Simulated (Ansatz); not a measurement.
MgB2:
Space group I4/mmm (No. 139); a = b = 2.659 Å, c = 8.365 Å, α = β = γ = 90.00°

| atom | site | symmetry | x | y | z |
|---|---|---|---|---|---|
| Mg | 2a | 4/mmm | 0.0000 | 0.0000 | 0.0000 |
| B | 4e | 4mm | 0.0000 | 0.0000 | 0.2839 |
(The calculation used a cell of 3 atoms; values per cell refer to that cell.)

Relaxed with PBEsol.

Q: Decompose the optical modes at the zone centre into irreducible representations, and say which are infrared and Raman allowed.

A: Point group 4/mmm: Γ_opt = A1g + A2u + Eg + Eu. Infrared: A2u, Eu. Raman: A1g, Eg.

Q: Assign frequencies (DFPT, plane-wave PAW PBEsol (Ansatz code)).

A: Eg 218i, Eu 179, A2u 471, A1g 517 cm⁻¹.

The cell is a constructed one: a structure type filled with these elements; neither database checked (COD, Materials Project) lists it. It is not the phase usual at ambient conditions (space group No. 191). The PBEsol relaxation kept the symmetry of its start. At this level the phase is dynamically unstable (imaginary phonons). As this level gives no gap, phonon frequencies hold no LO–TO term and depend on the k-mesh and smearing (Fermi–Dirac, 0.1 eV here).

Potentials: the later of the program's two PAW sets.
